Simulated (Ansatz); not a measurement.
MoW:
```
CELL_PARAMETERS angstrom
      3.14184     0.00000     0.00000
      0.00000     3.14184     0.00000
      0.00000     0.00000     3.14184
ATOMIC_POSITIONS crystal
  Mo 0.00000 0.00000 0.00000
  W  0.50000 0.50000 0.50000
```

Relaxed with PBEsol. Special points in fractions of this cell's reciprocal vectors: Γ (0.000, 0.000, 0.000); X (0.000, 0.500, 0.000); M (0.500, 0.500, 0.000); R (0.500, 0.500, 0.500).

List the band energies nearest the Fermi level at these points for PBEsol (plane waves, PAW; program Ansatz).

In eV from the Fermi level; about four levels below and three above (degenerate sets whole), none deeper than 8.9 eV; points with the same levels are listed once.

```tsv
k	below	above
Γ	-5.76 -5.76 -1.33 -1.33 -1.33	1.96 1.96 4.70 4.70 4.70
X	-0.72 -0.72 -0.42 -0.42	0.88 1.42 3.40
M	-6.15 -5.62 -3.55 -3.55	1.22 1.22 1.90
R	-2.88 -2.88 -2.88 -2.73 -2.73 -2.73	2.49 2.49 3.36 3.36
```

Space group Pm-3m (CsCl type). The start of the workflow was typed in or built on a structure type; neither database checked (COD, Materials Project) lists it. Its standing as an ambient phase is unchecked. Symmetry was held in the PBEsol relaxation; its stability against distortions is not shown here. No spin polarisation was allowed. Scalar-relativistic: spin–orbit coupling is off unless named, which matters more the heavier the elements.

Potentials: the later of the program's two PAW sets.
